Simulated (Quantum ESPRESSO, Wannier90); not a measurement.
**Wannierisation of PbS (Pnma)**

Cell from Materials Project (mp-1078500), symmetrised, no further relaxation. Not found in the COD (Crystallography Open Database) copy used, which has the formula in other groups; not checked further. Method: PBEsol plane waves in Quantum ESPRESSO 7.5 (PseudoDojo norm-conserving files, 50 Ry, no spin polarisation, no spin-orbit coupling), Bloch states on a 4×6×6 mesh through Γ, Wannier90 4.0.1. Density: 4×8×8 mesh, Gaussian smearing 0.01 Ry. Spin-orbit coupling is left out although heavy elements are present.

```
begin unit_cell_cart
ang
   12.0278400000    0.0000000000    0.0000000000
    0.0000000000    4.2249700000    0.0000000000
    0.0000000000    0.0000000000    4.2750200000
end unit_cell_cart
mp_grid = 4 6 6
```

Neighbour vectors b of the finite-difference formula (Å⁻¹), by shell:

| shell | b_x | b_y | b_z |
|---|---|---|---|
| 1 | 0.13060 | 0.00000 | 0.00000 |
| 1 | -0.13060 | 0.00000 | 0.00000 |
| 2 | 0.00000 | 0.00000 | 0.24496 |
| 2 | 0.00000 | 0.00000 | -0.24496 |
| 3 | 0.00000 | 0.24786 | 0.00000 |
| 3 | 0.00000 | -0.24786 | 0.00000 |

Find the weights w_b from the completeness condition Σ_b w_b b_α b_β = δ_αβ.

Shell 1: Σ b_x² = 0.034, Σ b_y² = 0.000, Σ b_z² = 0.000 Å⁻²
Shell 2: Σ b_x² = 0.000, Σ b_y² = 0.000, Σ b_z² = 0.120 Å⁻²
Shell 3: Σ b_x² = 0.000, Σ b_y² = 0.123, Σ b_z² = 0.000 Å⁻²
Each of the three diagonal sums, weighted, has to give 1 and the off-diagonal ones 0, which holds for w_1 = 29.3 Å², w_2 = 8.33 Å², w_3 = 8.14 Å². Check on xx: 29.32×0.034 + 8.33×0.000 + 8.14×0.000 = 1.00.

On this mesh the 12 functions of bands 29-40 (bands 29-40; start: atomic waves S 3p, conv_tol = 1.0e-6) end with spreads 4.5177, 4.4935, 4.5957, 4.5177, 4.4935, 4.5957, 4.5177, 4.4935, 4.5957, 4.5177, 4.4935, 4.5957 Å², Ω_I = 52.5801 Å² and Ω_D = 0.1171 Å².

Ω_total is the sum of the spreads, 54.428 Å². Ω_OD = Ω_total − Ω_I − Ω_D = 1.730 Å². Only (Ω_D + Ω_OD)/Ω_total = 3.4 % depends on the gauge, and another start could lower the total by that share at most. The rms radius is √(Ω_total/12) = 2.13 Å.
